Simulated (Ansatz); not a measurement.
**CuNi5 (P4/mmm) at 2 levels of theory**

One geometry, relaxed with PBE; plane waves with PAW potentials in Ansatz, scalar-relativistic. Collinear spin, ending at 2.9 μB a primitive cell. Gaps are the least over mesh and band path; pressure is positive in compression.

```xyz
6
Lattice="2.4987 0.0000 0.0000 0.0000 2.4987 0.0000 0.0000 0.0000 10.6177" Properties=species:S:1:pos:R:3 pbc="T T T"
Cu    1.2494    1.2494    5.3089
Ni    0.0000    0.0000    7.1356
Ni    1.2494    1.2494    8.8655
Ni    0.0000    0.0000    0.0000
Ni    1.2494    1.2494    1.7522
Ni    0.0000    0.0000    3.4821
```

| level | cutoff (eV) | k mesh | gap (eV) | pressure (GPa) | largest moment (μB) |
| --- | --- | --- | --- | --- | --- |
| PBE | 420 | 14×14×4 | 0 | 0.0 | 0.70 |

Problem. What comes out on the same cell with PBEsol?

Solution.
| level | cutoff (eV) | k mesh | gap (eV) | pressure (GPa) | largest moment (μB) |
| --- | --- | --- | --- | --- | --- |
| PBEsol | 420 | 14×14×4 | 0 | -9.5 | 0.70 |

The cell was found from a structure generator's guess, not taken from experiment.
